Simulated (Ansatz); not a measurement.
This run works on a generated trial structure, not on a known crystal.

Input and command of a plane-wave DFT calculation in Ansatz:

```yaml
crystal:
  lattice:
    - [4.81915236, 0.0, 0.0]
    - [-2.40957618, 4.17350836, 0.0]
    - [0.0, 0.0, 11.00224215]
  atoms:
    - { symbol: Sn, position: [0.33333333, 0.66666667, 0.32417486] }
    - { symbol: Sn, position: [0.66666667, 0.33333333, 0.67582514] }
    - { symbol: Sb, position: [0.0, 0.0, 0.28923446] }
    - { symbol: Sb, position: [0.0, 0.0, 0.71076554] }
    - { symbol: Sb, position: [0.0, 0.0, 0.0] }
    - { symbol: Te, position: [0.0, 0.0, 0.5] }
basis:
  ecutwfc: 420
kpoints:
  mp_grid: { grid: [4, 4, 2] }
hamiltonian:
  xc: pbe
scf:
  occupations: { method: gaussian, width: 0.2 }
  lower_state_search: "off"
output:
  forces: true
  stress: true
  eigenvalues: true
relax:
  adjacent_minimum: "off"
  f_tol: 0.08
  max_steps: 16
  cell: { stress_tol: 0.8 }
```

```bash
ansatz run input.yaml --threads 1 --pin off --max-ram 2560MiB --backend cpu --events-out ev --progress --plain --runs-dir out
```

Processor: Intel(R) Xeon(R) Platinum 8259CL CPU @ 2.50GHz (Skylake/Cascade Lake), 1 thread, on a host shared with other jobs.

Problem. Estimate time, memory and problem size.

Solution. About 63 s, peak memory 0.59 GiB. It solves 54 bands at 8 k points (after reduction by symmetry) with about 4285 plane waves (on the last cell), in 50 SCF iterations over 8 ionic steps.
